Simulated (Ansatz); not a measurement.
MgB$_{2}$ in space group P6/mmm (No. 191; Mg on 1a, B on 2d) at seven volumes, r²SCAN in the plane-wave PAW code Ansatz, shape and atoms relaxed at each. One row is withheld.

```csv
V (Å³/atom),P (GPa)
8.693,16.56
8.980,?
9.266,4.80
9.553,0.00
9.839,-4.19
10.126,-7.83
10.413,-11.01
```

Fit the shown pressures and predict the withheld one.

P = (3/2)B₀(x^(7/2) − x^(5/2))[1 + (3/4)(B′ − 4)(x − 1)] with x = (V₀/V)^(2/3). Least squares on the six rows gives V₀ = 9.553 Å³/atom, B₀ = 149 GPa, B′ = 3.52. At V = 8.980, x = 1.0421 and P = 10.27 GPa. The run itself gave 10.29 GPa.

The r²SCAN relaxation kept the symmetry of its start; of distortions, only those at the zone centre were tested.

Potentials: the later of the program's two PAW sets.
